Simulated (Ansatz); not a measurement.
input.yaml (Ansatz)

```yaml
crystal:
  lattice:
    - [0.0, 2.2649029606, 2.2649029606]
    - [2.2649029606, 0.0, 2.2649029606]
    - [2.2649029606, 2.2649029606, 0.0]
  atoms:
    - { symbol: Mg, position: [0.0, 0.0, 0.0] }
hamiltonian:
  xc: r2scan
  pseudopotentials:
    kind: paw
    azcp:
      Mg: "pseudopotentials/Mg.paw.azcp"
basis:
  ecutwfc: 500
  fft_grid_basis: typed
kpoints:
  mp_grid: { grid: [12, 12, 12], shift: [0, 0, 0] }
magnetization:
  spin_polarized: false
scf:
  occupations: { method: fermi_dirac, width: 0.1 }
relax:
  max_steps: 60
  f_tol: 0.01
  cell: {}
```

Terminal output

```
Engine: ansatz 0.2.0, x86_64-unknown-linux-gnu
Pseudopotentials: kind: paw
Pseudopotential: Mg, paw, valence charge 10, recommended cutoff 500 eV (meta_gga) 
Functional definition: r2SCAN
  parameter k0 = 0.174
  parameter k1 = 0.065
  parameter a1 = 4.9479
  exchange = r2scan_x(k0 = k0, k1 = k1, a1 = a1)
  correlation = r2scan_c
Crystal: 1 atoms, lattice volume = 23.237 Å³
Basis set: ecut = 500 eV, 609 PW (Γ), exchange–correlation on 96×96×96 points (64 copies of the dense FFT grid, shifted against one another)
Bands: 9, of which v1, the nominal top of the filled ones, is band 5 counted from 1 (4 counted from 0)
Symmetry: 48 space group operations
Space group: Fm-3m (ITA 225), of the structure as read, at distance tolerance 2.9e-5 Å
k-points: 72 of 1728
Non-local potential: Mg, projectors of the file, l = 0: 3, l = 1: 2, l = 2: 1
PAW form: soft (Blöchl's): semilocal exchange-correlation on the pseudo side does not see the compensation charge
PAW frozen core: Mg, regenerated for the run's functional (the file was generated under x = pbe(κ = 0.804, μ = 0.2195149727645171), c = pbe(β = 0.06672455060314922))
PAW one-centre angular grid: Mg, 302 points (default); XC on 224 Gauss nodes
Initial density: superposition of atomic densities (neutral atoms: chi_scale 0, normalization atom), corrected by the library's trained network
Initial wavefunctions: pseudopotential atomic-orbital guess
Functional: x = r2scan, c = r2scan; τ floored in thin density (d = 2e-4 eV/Å³)
SCF iter   1: F=—  HF=-1926.387520 eV  |F-HF|=—  |Δ(HF+E_count)|=         —  Δρ=7.42e-3  dr2=4.28e-3  dr2_τ=2.77e-4  ethr=1.77e-3  ⟨swp⟩=5.5  Hψ=4651  notcnv=0
SCF iter   2: F=—  HF=-1926.391452 eV  |F-HF|=—  |Δ(HF+E_count)|=   3.93e-3  Δρ=2.39e-3  dr2=7.52e-4  dr2_τ=2.31e-5  ethr=4.28e-5  ⟨swp⟩=2.0  Hψ=1872  notcnv=0
SCF iter   3: F=—  HF=-1926.391675 eV  |F-HF|=—  |Δ(HF+E_count)|=   2.24e-4  Δρ=4.48e-4  dr2=4.06e-5  dr2_τ=8.42e-7  ethr=7.52e-6  ⟨swp⟩=2.9  Hψ=1012  notcnv=0
SCF iter   4: F=—  HF=-1926.391688 eV  |F-HF|=—  |Δ(HF+E_count)|=   1.30e-5  Δρ=2.66e-5  dr2=1.36e-7  dr2_τ=7.16e-9  ethr=4.06e-7  ⟨swp⟩=1.4  Hψ=795  notcnv=0
iter 5 did not close the SCF: its close was put off for the readings that it lacked (scf_convergence_deferred on its scf_iter line)
SCF iter   5: F=-1926.391688 eV  HF=-1926.391688 eV  |F-HF|=4.80e-10  |Δ(HF+E_count)|=   1.94e-7  Δρ=2.98e-6  dr2=1.33e-9  dr2_τ=2.11e-10  ethr=1.36e-9  ⟨swp⟩=2.1  Hψ=988  notcnv=0
SCF iter   6: F=-1926.391688 eV  HF=-1926.391688 eV  |F-HF|=1.80e-11  |Δ(HF+E_count)|=  6.47e-10  Δρ=4.12e-7  dr2=2.87e-11  dr2_τ=1.02e-12  ethr=1.33e-11  ⟨swp⟩=1.7  Hψ=1914  notcnv=0
...
SCF iter   3: F=-1926.393166 eV  HF=-1926.393166 eV  |F-HF|=7.35e-9  |Δ(HF+E_count)|=   1.56e-7  Δρ=5.68e-6  dr2=3.70e-9  dr2_τ=6.61e-10  ethr=4.27e-10  ⟨swp⟩=2.0  Hψ=2322  notcnv=0
SCF 3 converged in 3 iterations: F = -1926.393166 eV  dr2 = 3.70e-9
relax step   3: F+E_penalty+E_count = -1926.39316563 eV  Δ(F+E_penalty+E_count) = -9.404e-5 eV  max|allowed force component| = 0.000e0 eV/Å  Δτ_max = 0.0000 Å  P = +0.007 GPa  Ω = 22.712 Å³  energy of the carried Pulay correction = +9.076e-5 eV  (3 SCF iters, dr2 threshold 9.72e-8 eV, accepted)
Initial wavefunctions: pseudopotential atomic-orbital guess (no wavefunctions were taken with the density)
iter 1 solved again at ethr=6.06e-9 eV; its pass at ethr=3.10e-3 eV (dr2=6.06e-7 eV) is discarded
SCF iter   1: F=—  HF=-1926.393070 eV  |F-HF|=—  |Δ(HF+E_count)|=         —  Δρ=1.76e-5  dr2=1.04e-8  dr2_τ=7.09e-8  ethr=6.06e-9  ⟨swp⟩=3.3  Hψ=6632  notcnv=0
SCF iter   2: F=—  HF=-1926.393070 eV  |F-HF|=—  |Δ(HF+E_count)|=   4.20e-8  Δρ=8.17e-6  dr2=2.14e-9  dr2_τ=5.36e-10  ethr=1.04e-10  ⟨swp⟩=2.0  Hψ=1011  notcnv=0
SCF iter   3: F=—  HF=-1926.393070 eV  |F-HF|=—  |Δ(HF+E_count)|=   9.70e-9  Δρ=1.11e-6  dr2=4.67e-11  dr2_τ=1.36e-11  ethr=2.14e-11  ⟨swp⟩=2.0  Hψ=1002  notcnv=0
SCF iter   4: F=-1926.393070 eV  HF=-1926.393070 eV  |F-HF|=2.27e-13  |Δ(HF+E_count)|=  2.49e-10  Δρ=5.20e-8  dr2=1.77e-13  dr2_τ=1.83e-13  ethr=1.00e-12  ⟨swp⟩=5.0  Hψ=2115  notcnv=0
SCF 4 converged in 4 iterations: F = -1926.393070 eV  dr2 = 1.77e-13
relax step   4: F+E_penalty+E_count = -1926.39307027 eV  Δ(F+E_penalty+E_count) = +9.536e-5 eV  max|allowed force component| = 0.000e0 eV/Å  Δτ_max = 0.0000 Å  P = +0.008 GPa  Ω = 22.712 Å³  stress off target by 8.11e-3 GPa  SCF on the basis re-selected at this cell (its energy is not comparable with the rows above)  (4 SCF iters)
basis re-selected at this cell: Δ(F+E_penalty+E_count) = +9.536e-5 eV, ΔP = +0.002 GPa vs the last step (what re-selecting the basis moved, of the pressure what is left beyond the Pulay correction that the steps carried, after the strain that the cell walked since its last selection, with what the two solves' SCF thresholds leave and, on support functions, any second-order correction that the steps lacked; it is no measure of the basis error at this ecutwfc). This SCF's stress stands 8.11e-3 GPa from its target on what of the cell is left free (relax.cell.stress_tol is 5.00e-2 GPa) and its largest allowed force component is 0.00e0 eV/Å (relax.f_tol is 1.00e-2 eV/Å): within both
SCF converged after 4 iterations
Free energy (F): -1926.393070 eV
Harris-Foulkes:  -1926.393070 eV  (|F-HF|=2.27e-13)
Internal energy: -1926.378568 eV  (E = F + TS)
E sigma→0 (E₀):  -1926.385819 eV
Entropy (-TS):   -0.014502 eV (-14.502 meV/atom)
Fermi energy:    5.709399 eV
--- Per-component energies (eV) ---
  E_band       = -370.762766
  E_kinetic    = 74.362469
  E_local      = -1617.461919  (includes V_loc(G=0)·N_el)
  E_nonlocal   = 95.902766
  E_hartree    = 577.821688
  E_xc         = -26.397435
  E_vxc        = -38.332610  (∫ρ·V_xc dr)
  E_paw        = -296.276831  (= ΣΔE_a)
  E_vpaw       = -43.382990  (= ΣTr[D̂ρ^β])
  E_aug_tail   = -0.000001  (compensation charges beyond the density's cutoff)
  E_vtau       = 2.506153  (kinetic-family band-sum trace: ∫τ·v_τ [+ j·A + Jᵃ·Aᵃ] dr)
  E_ewald      = -734.303097
  E_core_change = -0.026208  (= ΣΔE_core)
  E_smearing   = -0.014502  (= −TS)
  E_closure    = 0.000000  (closes the sum)
  Σ components = -1926.393070   (vs F -1926.393070, Δ=0.00e0)
--- Forces (eV/Å), atoms counted from 1 ---
  atom   1  Mg     0.00000000    -0.00000000     0.00000000
  max |Σ_I F_I| component: 4.62e-33 eV/Å
--- Stress (GPa, compression-positive) ---
        0.008113       0.000000       0.000000
        0.000000       0.008113       0.000000
        0.000000       0.000000       0.008113
  P = ⅓ Tr σ = 0.0081 GPa (0.081 kbar)
--- Relaxed structure (3 steps of the walk, 3 accepted, 1 SCFs on fresh bases) ---
  F+E_penalty+E_count = -1926.39307027 eV   max|allowed force component| = 0.000e0 eV/Å   (the final SCF, on the basis selected at the relaxed cell)
  cell:  # Å, volume = 22.7121 Å³
    - [-3.311991821382133e-34, 2.2477226607907888, 2.2477226607907888]
    - [2.2477226607907888, -5.350140634540369e-34, 2.2477226607907888]
    - [2.2477226607907888, 2.2477226607907888, -5.095372032895588e-35]
  atoms:
    - { symbol: Mg, position: [0.0, 0.0, 0.0] }
```

Launched by

```sh
ansatz run input.yaml --threads 1 --pin off --max-ram 3584MiB --backend cpu --events-out ev --progress --plain --runs-dir out
```

On 1 thread of Intel(R) Xeon(R) Platinum 8259CL CPU @ 2.50GHz (Skylake/Cascade Lake) (shared host) this took about 10 s of wall time and 10 s of CPU time.
